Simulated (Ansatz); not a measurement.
Input for Ansatz (plane-wave DFT, PAW):

```yaml
crystal:
  lattice:
    - [3.2496693623, 0.0, 0.0]
    - [0.0, 4.0157799992, 0.0]
    - [0.0, 0.0, 8.2595844562]
  atoms:
    - { symbol: Ti, position: [0.0, 0.5, 0.0826980673] }
    - { symbol: Ti, position: [0.5, 0.0, 0.9173019327] }
    - { symbol: Cl, position: [0.5, 0.5, 0.299916922] }
    - { symbol: Cl, position: [0.0, 0.0, 0.700083078] }
    - { symbol: O, position: [0.5, 0.5, 0.9262537865] }
    - { symbol: O, position: [0.0, 0.0, 0.0737462135] }
basis:
  ecutwfc: 420
kpoints:
  mp_grid: { grid: [12, 10, 6] }
hamiltonian:
  xc: pbesol
scf:
  occupations: { method: gaussian, width: 0.1 }
output:
  forces: true
  stress: true
  eigenvalues: true
relax:
  adjacent_minimum: "off"
  f_tol: 0.01
  max_steps: 30
  cell: { stress_tol: 0.1, fix: [volume] }
```

Command:
```bash
ansatz run input.yaml --threads 2 --pin off --max-ram 5120MiB --backend cpu --events-out ev --progress --plain --runs-dir out
```

Level of theory: DFT PBEsol, scalar-relativistic, plane waves, PAW (Ansatz).

Abridged output:

```
Pseudopotentials: kind: paw
Pseudopotential: Ti, paw, valence charge 12, recommended cutoff 420 eV (normal)
Pseudopotential: Cl, paw, valence charge 7, recommended cutoff 420 eV (normal)
Pseudopotential: O, paw, valence charge 6, recommended cutoff 420 eV (normal)
Functional definition: PBEsol
Crystal: 6 atoms, lattice volume = 107.787 Å³
Basis set: ecut = 420 eV, 2133 PW (Γ), exchange–correlation on 48×54×120 points (8 copies of the dense FFT grid, shifted against one another)
Bands: 31, of which v1, the nominal top of the filled ones, is band 25 counted from 1 (24 counted from 0)
Symmetry: 8 space group operations
Space group: Pmmn (ITA 59), of the structure as read, at distance tolerance 4.8e-5 Å
k-points: 168 of 720
Initial density: superposition of atomic densities (neutral atoms: chi_scale 0, normalization atom), corrected by the library's trained network
Initial wavefunctions: pseudopotential atomic-orbital guess
Functional: x = pbesol(κ = 0.804, μ = 0.12345679), c = pbesol(β = 0.046)
SCF iter   1: F=—  HF=-8200.356161 eV  |F-HF|=—  |Δ(HF+E_count)|=         —  Δρ=1.12e-2  dr2=1.37e-1  ethr=1.77e-3  ⟨swp⟩=6.1  Hψ=22820  notcnv=0
SCF iter   2: F=—  HF=-8200.348588 eV  |F-HF|=—  |Δ(HF+E_count)|=   7.57e-3  Δρ=1.02e-2  dr2=1.03e-1  ethr=2.73e-4  ⟨swp⟩=2.0  Hψ=10276  notcnv=0  defer=140
SCF iter   3: F=—  HF=-8200.323233 eV  |F-HF|=—  |Δ(HF+E_count)|=   2.54e-2  Δρ=8.61e-4  dr2=8.10e-4  ethr=2.06e-4  ⟨swp⟩=2.0  Hψ=8795  notcnv=0  defer=140
SCF iter   4: F=—  HF=-8200.323118 eV  |F-HF|=—  |Δ(HF+E_count)|=   1.15e-4  Δρ=2.16e-4  dr2=6.02e-5  ethr=1.62e-6  ⟨swp⟩=2.0  Hψ=7877  notcnv=0  defer=140
SCF iter   5: F=—  HF=-8200.323067 eV  |F-HF|=—  |Δ(HF+E_count)|=   5.10e-5  Δρ=7.06e-5  dr2=4.44e-6  ethr=1.20e-7  ⟨swp⟩=2.0  Hψ=7528  notcnv=0  defer=140
SCF iter   6: F=—  HF=-8200.323068 eV  |F-HF|=—  |Δ(HF+E_count)|=   1.18e-6  Δρ=2.06e-5  dr2=6.70e-7  ethr=8.88e-9  ⟨swp⟩=2.3  Hψ=8231  notcnv=0  defer=140
SCF iter   7: F=-8200.323069 eV  HF=-8200.323069 eV  |F-HF|=3.08e-9  |Δ(HF+E_count)|=   8.92e-8  Δρ=6.86e-6  dr2=3.05e-8  ethr=2.00e-10  ⟨swp⟩=7.6  Hψ=23456  notcnv=0
SCF 1 converged in 7 iterations: F = -8200.323069 eV  dr2 = 3.05e-8
relax step   1: F+E_penalty+E_count = -8200.32306853 eV  Δ(F+E_penalty+E_count) = +0.000e0 eV  max|allowed force component| = 2.868e-1 eV/Å  Δτ_max = 0.0000 Å  P = -3.229 GPa  Ω = 107.787 Å³  fix = [volume]  reactions: volume -3.229 GPa (7 SCF iters, dr2 threshold 1.00e-7 eV, accepted)
Initial density: handed on by an earlier stage of this run
Initial wavefunctions: those handed on with the density
SCF iter   1: F=—  HF=-8200.352258 eV  |F-HF|=—  |Δ(HF+E_count)|=         —  Δρ=3.09e-3  dr2=8.91e-3  ethr=1.76e-5  ⟨swp⟩=2.0  Hψ=31059  notcnv=0
SCF iter   2: F=—  HF=-8200.351730 eV  |F-HF|=—  |Δ(HF+E_count)|=   5.28e-4  Δρ=2.32e-3  dr2=5.42e-3  ethr=1.76e-5  ⟨swp⟩=2.0  Hψ=8604  notcnv=0
SCF iter   3: F=—  HF=-8200.350171 eV  |F-HF|=—  |Δ(HF+E_count)|=   1.56e-3  Δρ=3.99e-4  dr2=1.38e-4  ethr=1.08e-5  ⟨swp⟩=2.0  Hψ=8068  notcnv=0
SCF iter   4: F=—  HF=-8200.350117 eV  |F-HF|=—  |Δ(HF+E_count)|=   5.40e-5  Δρ=7.32e-5  dr2=8.28e-6  ethr=2.76e-7  ⟨swp⟩=2.0  Hψ=8031  notcnv=0
SCF iter   5: F=-8200.350117 eV  HF=-8200.350117 eV  |F-HF|=1.08e-7  |Δ(HF+E_count)|=   2.84e-7  Δρ=2.08e-5  dr2=4.39e-7  ethr=1.20e-9  ⟨swp⟩=5.3  Hψ=25819  notcnv=0
SCF 2 converged in 5 iterations: F = -8200.350117 eV  dr2 = 4.39e-7
relax step   2: F+E_penalty+E_count = -8200.35011650 eV  Δ(F+E_penalty+E_count) = -2.705e-2 eV  max|allowed force component| = 8.354e-2 eV/Å  Δτ_max = 0.0559 Å  P = -0.978 GPa  Ω = 107.787 Å³  energy of the carried Pulay correction = +1.576e-16 eV  fix = [volume]  reactions: volume -0.978 GPa (5 SCF iters, dr2 threshold 6.00e-7 eV, accepted)
Basis set: ecut = 420 eV, 2123 PW (Γ), exchange–correlation on 48×54×120 points (8 copies of the dense FFT grid, shifted against one another)
SCF iter   1: F=—  HF=-8200.353693 eV  |F-HF|=—  |Δ(HF+E_count)|=         —  Δρ=1.20e-3  dr2=1.12e-3  ethr=2.31e-6  ⟨swp⟩=2.3  Hψ=33906  notcnv=0
SCF iter   2: F=—  HF=-8200.353715 eV  |F-HF|=—  |Δ(HF+E_count)|=   2.18e-5  Δρ=9.34e-4  dr2=9.86e-4  ethr=2.25e-6  ⟨swp⟩=2.8  Hψ=11211  notcnv=0
SCF iter   3: F=—  HF=-8200.353427 eV  |F-HF|=—  |Δ(HF+E_count)|=   2.88e-4  Δρ=1.25e-4  dr2=1.54e-5  ethr=1.97e-6  ⟨swp⟩=2.0  Hψ=8027  notcnv=0
SCF iter   4: F=—  HF=-8200.353410 eV  |F-HF|=—  |Δ(HF+E_count)|=   1.74e-5  Δρ=3.23e-5  dr2=1.65e-6  ethr=3.08e-8  ⟨swp⟩=2.0  Hψ=7688  notcnv=0
SCF iter   5: F=-8200.353410 eV  HF=-8200.353410 eV  |F-HF|=6.43e-8  |Δ(HF+E_count)|=   9.92e-8  Δρ=1.15e-5  dr2=1.23e-7  ethr=1.20e-9  ⟨swp⟩=6.3  Hψ=22826  notcnv=0
SCF 3 converged in 5 iterations: F = -8200.353410 eV  dr2 = 1.23e-7
relax step   3: F+E_penalty+E_count = -8200.35340955 eV  Δ(F+E_penalty+E_count) = -3.293e-3 eV  max|allowed force component| = 2.105e-2 eV/Å  Δτ_max = 0.0150 Å  P = -0.117 GPa  Ω = 107.787 Å³  energy of the carried Pulay correction = +5.253e-17 eV  fix = [volume]  reactions: volume -0.117 GPa (5 SCF iters, dr2 threshold 6.00e-7 eV, accepted)
Basis set: ecut = 420 eV, 2131 PW (Γ), exchange–correlation on 48×54×120 points (8 copies of the dense FFT grid, shifted against one another)
SCF iter   1: F=—  HF=-8200.353509 eV  |F-HF|=—  |Δ(HF+E_count)|=         —  Δρ=1.34e-4  dr2=1.81e-5  ethr=4.14e-8  ⟨swp⟩=3.0  Hψ=31462  notcnv=0
SCF iter   2: F=—  HF=-8200.353488 eV  |F-HF|=—  |Δ(HF+E_count)|=   2.08e-5  Δρ=8.18e-5  dr2=7.25e-6  ethr=3.62e-8  ⟨swp⟩=2.0  Hψ=8905  notcnv=0
SCF iter   3: F=—  HF=-8200.353486 eV  |F-HF|=—  |Δ(HF+E_count)|=   2.36e-6  Δρ=1.86e-5  dr2=2.99e-7  ethr=1.45e-8  ⟨swp⟩=2.0  Hψ=8871  notcnv=0
SCF iter   4: F=-8200.353486 eV  HF=-8200.353486 eV  |F-HF|=4.28e-9  |Δ(HF+E_count)|=   7.01e-8  Δρ=3.05e-6  dr2=8.48e-9  ethr=6.80e-11  ⟨swp⟩=3.3  Hψ=22476  notcnv=0
SCF 4 converged in 4 iterations: F = -8200.353486 eV  dr2 = 8.48e-9
relax step   4: F+E_penalty+E_count = -8200.35348594 eV  Δ(F+E_penalty+E_count) = -7.639e-5 eV  max|allowed force component| = 4.138e-3 eV/Å  Δτ_max = 0.0012 Å  P = -0.179 GPa  Ω = 107.787 Å³  energy of the carried Pulay correction = +1.051e-16 eV  fix = [volume]  reactions: volume -0.179 GPa (4 SCF iters, dr2 threshold 3.40e-8 eV, accepted)
Initial wavefunctions: pseudopotential atomic-orbital guess (no wavefunctions were taken with the density)
SCF iter   1: F=—  HF=-8200.354035 eV  |F-HF|=—  |Δ(HF+E_count)|=         —  Δρ=1.33e-4  dr2=1.49e-6  ethr=1.73e-7  ⟨swp⟩=4.1  Hψ=38024  notcnv=0
SCF iter   2: F=—  HF=-8200.354337 eV  |F-HF|=—  |Δ(HF+E_count)|=   3.03e-4  Δρ=1.79e-5  dr2=2.38e-7  ethr=2.99e-9  ⟨swp⟩=2.3  Hψ=8188  notcnv=0
SCF iter   3: F=—  HF=-8200.354337 eV  |F-HF|=—  |Δ(HF+E_count)|=   2.84e-8  Δρ=1.13e-5  dr2=1.10e-7  ethr=4.77e-10  ⟨swp⟩=2.0  Hψ=8076  notcnv=0
SCF iter   4: F=—  HF=-8200.354337 eV  |F-HF|=—  |Δ(HF+E_count)|=  6.62e-10  Δρ=3.75e-6  dr2=1.13e-8  ethr=2.20e-10  ⟨swp⟩=2.0  Hψ=6948  notcnv=0
SCF iter   5: F=—  HF=-8200.354337 eV  |F-HF|=—  |Δ(HF+E_count)|=   2.14e-9  Δρ=6.84e-7  dr2=6.28e-10  ethr=2.27e-11  ⟨swp⟩=2.0  Hψ=7758  notcnv=0
SCF iter   6: F=-8200.354337 eV  HF=-8200.354337 eV  |F-HF|=9.09e-12  |Δ(HF+E_count)|=  1.42e-10  Δρ=9.69e-8  dr2=9.26e-12  ethr=1.00e-12  ⟨swp⟩=5.4  Hψ=20049  notcnv=0
SCF 5 converged in 6 iterations: F = -8200.354337 eV  dr2 = 9.26e-12
SCF converged after 6 iterations
Free energy (F): -8200.354337 eV
Harris-Foulkes:  -8200.354337 eV  (|F-HF|=9.09e-12)
Internal energy: -8200.342900 eV  (E = F + TS)
E sigma→0 (E₀):  -8200.348619 eV
Entropy (-TS):   -0.011438 eV (-1.906 meV/atom)
Fermi energy:    6.758029 eV
--- Per-component energies (eV) ---
  E_band       = -574.537476
  E_kinetic    = 1219.113039
  E_local      = -7016.073663  (includes V_loc(G=0)·N_el)
  E_nonlocal   = 169.864986
  E_hartree    = 3065.880059
  E_xc         = -552.877309
  E_vxc        = -675.240209  (∫ρ·V_xc dr)
  E_paw        = -3631.545732  (= ΣΔE_a)
  E_vpaw       = -403.966993  (= ΣTr[D̂ρ^β])
  E_aug_tail   = 0.005332  (compensation charges beyond the density's cutoff)
  E_ewald      = -1455.215822
  E_core_change = 0.506209  (= ΣΔE_core)
  E_smearing   = -0.011438  (= −TS)
--- Forces (eV/Å), atoms counted from 1 ---
  atom   1  Ti     0.00000000     0.00000000     0.00398618
  atom   2  Ti     0.00000000     0.00000000    -0.00398618
  atom   3  Cl     0.00000000     0.00000000     0.00045340
  atom   4  Cl     0.00000000     0.00000000    -0.00045340
  atom   5  O      0.00000000     0.00000000    -0.00391408
  atom   6  O      0.00000000     0.00000000     0.00391408
--- Stress (GPa, compression-positive) ---
       -0.191710       0.000000       0.000000
        0.000000      -0.240755       0.000000
        0.000000       0.000000      -0.074261
  P = ⅓ Tr σ = -0.1689 GPa (-1.689 kbar)
--- Band table (eV; the first three rows and the last of 168) ---
  k-point 0: bands = ["-51.1834", "-51.0797", "-27.6804", "-27.6565", "-27.5931", "-27.5281", "-27.3918", "-27.3208", "-13.7678", "-13.2520", "-9.3467", "-9.3078", "0.0101", "0.3847", "0.6020", "0.6266", "1.1653", "1.9900", "2.1056", "3.1242", "3.2495", "3.4014", "3.4452", "3.9181", "6.0582", "6.3741", "7.3222", "7.4717", "7.8232", "8.2858", "8.7414"]
  k-point 1: bands = ["-51.1834", "-51.0797", "-27.6804", "-27.6565", "-27.5931", "-27.5281", "-27.3918", "-27.3208", "-13.7678", "-13.2520", "-9.3640", "-9.2902", "-0.0111", "0.3849", "0.6185", "0.6266", "1.1650", "1.9871", "2.1643", "3.1387", "3.1777", "3.3897", "3.4510", "3.9119", "6.0582", "6.3730", "7.3267", "7.4721", "7.8162", "8.2858", "8.7696"]
  k-point 2: bands = ["-51.1834", "-51.0797", "-27.6804", "-27.6565", "-27.5931", "-27.5281", "-27.3918", "-27.3208", "-13.7677", "-13.2520", "-9.3846", "-9.2692", "-0.0495", "0.3852", "0.6266", "0.6474", "1.1643", "1.9816", "2.3156", "3.0016", "3.1728", "3.3613", "3.4631", "3.8990", "6.0582", "6.3713", "7.3360", "7.4727", "7.8019", "8.2858", "8.8239"]
  k-point 167: bands = ["-51.1152", "-51.1152", "-27.8882", "-27.8882", "-27.5425", "-27.5425", "-27.3703", "-27.3703", "-12.7389", "-12.7389", "-8.8283", "-8.8283", "-1.2298", "-1.2298", "0.2299", "0.2299", "0.9670", "0.9670", "1.2374", "1.2374", "2.2085", "2.2085", "3.3430", "3.3430", "7.8370", "7.8370", "7.9687", "7.9687", "8.2395", "8.2395", "9.5771"]
--- Relaxed structure (4 steps of the walk, 4 accepted, 1 SCFs on fresh bases) ---
  F+E_penalty+E_count = -8200.35433738 eV   max|allowed force component| = 3.986e-3 eV/Å   (the final SCF, on the basis selected at the relaxed cell)
  cell:  # Å, volume = 107.7872 Å³
    - [3.21926495, 0.0, 0.0]
    - [0.0, 3.97794939, 0.0]
    - [0.0, 0.0, 8.41688340]
  atoms:
    - { symbol: Ti, position: [0.0, 0.5, 0.08034650] }
    - { symbol: Ti, position: [0.5, 0.0, 0.91965349] }
    - { symbol: Cl, position: [0.5, 0.5, 0.29147568] }
    - { symbol: Cl, position: [0.0, 0.0, 0.70852431] }
    - { symbol: O, position: [0.5, 0.5, 0.92835988] }
    - { symbol: O, position: [0.0, 0.0, 0.07164011] }
```

The relaxation met its thresholds.

The run took 98 s on 2 threads of Intel(R) Xeon(R) Platinum 8488C (Sapphire Rapids), on a shared host, peak memory 0.77 GiB.

The cell holds layers, and where no dispersion correction was added their binding is poorly described. Spin polarisation was left out, and a magnetic state may lie lower.